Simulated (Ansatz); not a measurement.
Values for one crystal, relaxed and computed with PBE (plane waves, PAW; program Ansatz); other levels are named.

- Volume per atom = 23.65 Å³
- Band gap = 0.53 eV (direct)
- Hole effective mass with spin–orbit coupling = 0.055, 0.058, 0.40 mₑ (principal values)
- Hole effective mass, band 1 of 2 at the edge = 2.8 along x, 0.40 along z (mₑ)
- Gap with spin–orbit coupling = 0.42 eV
- Valence-band maximum = at Γ
- Electron effective mass = 0.034, 0.034, 0.036 mₑ (principal values)

### Question
Which compound is it?
(A) GaAs, zinc blende
(B) GaN, zinc blende
(C) AlGa3As4, P-4m2 (Pearson symbol tP8)
(D) AlBN2, chalcopyrite

### Answer
C, AlGa3As4, P-4m2 (Pearson symbol tP8)

The start of the workflow was typed in or built on a structure type; neither database checked (COD, Materials Project) lists it. Whether it is the stable phase at ambient conditions was not checked. Symmetry was held in the PBE relaxation; its stability against distortions is not shown here. Spin–orbit coupling is left out wherever it is not named.

Potentials: the earlier of the program's two PAW sets.
